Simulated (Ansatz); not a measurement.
A plane-wave DFT run in Ansatz 0.2.0 (scalar-relativistic PAW potentials unless the input names others): input and command.

```yaml
crystal:
  lattice:
    - [2.5989380717, 0.0, 0.0]
    - [-1.2994690358, 2.2507463929, 0.0]
    - [0.0, 0.0, 4.2809558065]
  atoms:
    - { symbol: Si, position: [0.3333333333, 0.6666666667, 0.25] }
    - { symbol: Si, position: [0.6666666667, 0.3333333333, 0.75] }
basis:
  ecutwfc: 420
kpoints:
  mp_grid: { grid: [1, 1, 1] }
hamiltonian:
  xc: lda
scf:
  occupations: { method: gaussian, width: 0.15 }
  max_iter: 60
output:
  forces: true
  eigenvalues: true
  stress: true
```

```bash
ansatz run input.yaml --threads 1 --pin off --max-ram 1228MiB --backend cpu --events-out ev --progress --plain --runs-dir out
```

Abridged log:
```
Basis set: ecut = 420 eV, 525 PW (Γ)
Bands: 8, of which v1, the nominal top of the filled ones, is band 4 counted from 1 (3 counted from 0)
Symmetry: 24 space group operations
k-points: 1
SCF iter   1: F=—  HF=-1211.844291 eV  |F-HF|=—  |Δ(HF+E_count)|=         —  Δρ=5.74e-2  dr2=4.55e-1  ethr=1.77e-3  ⟨swp⟩=5.0  Hψ=66  notcnv=0
SCF iter   2: F=—  HF=-1211.784014 eV  |F-HF|=—  |Δ(HF+E_count)|=   6.03e-2  Δρ=3.41e-2  dr2=1.70e-1  ethr=1.77e-3  ⟨swp⟩=2.0  Hψ=18  notcnv=0
SCF iter   3: F=—  HF=-1211.744552 eV  |F-HF|=—  |Δ(HF+E_count)|=   3.95e-2  Δρ=1.30e-3  dr2=2.40e-4  ethr=1.77e-3  ⟨swp⟩=3.0  Hψ=16  notcnv=0
SCF iter   4: F=—  HF=-1211.744365 eV  |F-HF|=—  |Δ(HF+E_count)|=   1.87e-4  Δρ=1.03e-4  dr2=2.58e-6  ethr=2.99e-6  ⟨swp⟩=2.0  Hψ=12  notcnv=0
SCF iter   5: F=—  HF=-1211.744380 eV  |F-HF|=—  |Δ(HF+E_count)|=   1.44e-5  Δρ=1.24e-5  dr2=1.13e-8  ethr=3.23e-8  ⟨swp⟩=3.0  Hψ=11  notcnv=0
SCF iter   6: F=-1211.744380 eV  HF=-1211.744380 eV  |F-HF|=1.80e-11  |Δ(HF+E_count)|=   1.31e-8  Δρ=6.35e-7  dr2=3.64e-11  ethr=1.41e-10  ⟨swp⟩=5.0  Hψ=60  notcnv=0
SCF 1 converged in 6 iterations: F = -1211.744380 eV  dr2 = 3.64e-11
SCF converged after 6 iterations
Free energy (F): -1211.744380 eV
Harris-Foulkes:  -1211.744380 eV  (|F-HF|=1.80e-11)
Internal energy: -1211.575123 eV  (E = F + TS)
E sigma→0 (E₀):  -1211.659751 eV
Entropy (-TS):   -0.169257 eV (-84.628 meV/atom)
Fermi energy:    22.164355 eV
--- Forces (eV/Å), atoms counted from 1 ---
  atom   1  Si     0.00000000     0.00000000     0.00000000
  atom   2  Si     0.00000000     0.00000000     0.00000000
--- Stress (GPa, compression-positive) ---
       58.472698       0.000000       0.000000
        0.000000      58.472698       0.000000
        0.000000       0.000000      77.389867
  P = ⅓ Tr σ = 64.7784 GPa (647.784 kbar)
```

Q: What should be changed?

A: The fault is one k-point for a small cell (kpoints.mp_grid.grid: [21, 21, 10] → [1, 1, 1], the first being the value of the sound run). Setting it back cures it. The run converged all the same, with an energy at zero smearing 2.4 eV/atom above the reference's, pressure 64.78 GPa, largest force 0.000 eV/Å, no gap on the mesh, so convergence alone doesn't show that an input is right. A reference run from the same start on usual settings converged with pressure 11.42 GPa, largest force 0.000 eV/Å, no gap on the mesh.